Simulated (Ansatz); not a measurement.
## Zr (hcp)

The computed numbers are results of PBE with spin–orbit coupling (two-component spinors) in the plane-wave PAW code Ansatz at 420 eV, Γ-centred 14×14×8 mesh, 0.05 eV Gaussian smearing. The datasets are Ansatz's generated set soft_2.

```
CELL_PARAMETERS angstrom
3.23264 0.00000 0.00000
-1.61632 2.79954 0.00000
0.00000 0.00000 5.16629
ATOMIC_POSITIONS crystal
Zr 0.33333 0.66667 0.75000
Zr 0.66667 0.33333 0.25000
```

At this volume the pressure is 0.11 GPa; it isn't quite the equilibrium of this level of theory.

Path: Γ–M–K–Γ–A–L–H–A | L–M | H–K, with Γ = (0.000, 0.000, 0.000), M = (0.500, 0.000, 0.000), K = (0.333, 0.333, 0.000), A = (0.000, 0.000, 0.500), L = (0.500, 0.000, 0.500), H = (0.333, 0.333, 0.500) in reciprocal vectors of the calculation's cell.

Q: Is it a metal or an insulator, and if it has a gap, where are the band edges on this path?

A: A metal: bands cross the Fermi level.

Levels between -3 and 5 eV from the Fermi level at the path's named points:
| point | below E_F (eV) | above E_F (eV) |
| --- | --- | --- |
| Γ |  | 0.79 0.79 0.89 0.89 0.95 0.95 1.09 1.09 1.46 1.46 1.58 1.58 2.10 2.10 2.16 2.16 4.35 4.35 4.43 4.43 |
| M | -2.58 -2.58 -2.53 -2.53 -2.16 -2.16 -0.24 -0.24 | 0.52 0.52 0.73 0.73 1.41 1.41 4.86 4.86 |
| K | -2.11 -2.11 -1.41 -1.41 -1.33 -1.33 -1.16 -1.16 | 0.21 0.21 0.25 0.25 1.76 1.76 4.22 4.22 4.28 4.28 4.63 4.63 |
| A | 0.00 0.00 0.00 0.00 | 0.71 0.71 0.71 0.71 0.79 0.79 0.79 0.79 3.88 3.88 3.88 3.88 3.92 3.92 3.92 3.92 |
| L | -2.88 -2.88 -2.88 -2.88 -1.08 -1.08 -1.08 -1.08 | 1.58 1.58 1.58 1.58 2.19 2.19 2.19 2.19 |
| H | -1.47 -1.47 -1.45 -1.45 -1.33 -1.33 -1.26 -1.26 -0.10 -0.10 -0.03 -0.03 | 1.96 1.96 2.03 2.03 4.35 4.35 4.36 4.36 |

It took of the order of 3 core-minutes on a shared host.
